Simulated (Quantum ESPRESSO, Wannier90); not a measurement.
# Wannierisation of CaO (rock salt)

```xyz
2
Lattice="0.0000 2.4036 2.4036 2.4036 0.0000 2.4036 2.4036 2.4036 0.0000" Properties=species:S:1:pos:R:3 pbc="T T T"
Ca     0.0000     0.0000     0.0000
O      2.4036     2.4036     2.4036
```

Cell from Materials Project (mp-2605), symmetrised, no further relaxation. COD (Crystallography Open Database) has an entry of this formula and space group (matched by these alone). Computed values, not measurements, from PBEsol: Quantum ESPRESSO (norm-conserving PseudoDojo potentials, cutoff 68 Ry, no spin polarisation, no spin-orbit coupling) on a Γ-centred 12×12×12 mesh, then Wannier90. Density: 12×12×12 mesh, cold smearing 0.01 Ry.

The plane-wave run has 22 bands and 16 electrons a cell. On the energy scale of pw.x, whose zero is arbitrary, the valence-band maximum lies at 7.63 eV.

Isolated groups of bands, relative to the valence-band maximum (bands from 9 on overlap up to the last one computed):

| bands | from (eV) | to (eV) | filling | weight on atomic waves |
|---|---|---|---|---|
| 1 | -37.40 | -37.26 | filled | Ca 3s 97 % |
| 2–4 | -19.38 | -18.24 | filled | Ca 3p 95 % |
| 5 | -15.39 | -14.17 | filled | O 2s 84 %, Ca 3p 11 %, Ca 4s 5 % |
| 6–8 | -2.67 | 0.00 | filled | O 2p 90 % |

Input w.win, without the blocks of cell, atoms and k-points (1728 lines):

```
num_bands = 18
num_wann = 10
exclude_bands = 1-4
num_iter = 800
conv_tol = 1.0e-6
conv_window = 4
dis_num_iter = 1000
dis_conv_tol = 1.0e-6
dis_froz_max = 21.29
write_hr = true
write_u_matrices = true
begin projections
Ca: s;d
O: s;p
end projections
mp_grid = 12 12 12
```

wannier90.x stops with:
```
dis_windows: More states in the frozen window than target WFs
```
At some k-point more bands lie below dis_froz_max than there are Wannier functions, and every frozen state has to fit into the subspace. Mended as below, all else unchanged, the run goes through (Ω_I = 10.3 Å²) and follows the plane-wave bands to 3.9 meV rms (states up to 4.6 eV relative to the valence-band maximum).
```
dis_froz_max = 12.69
```
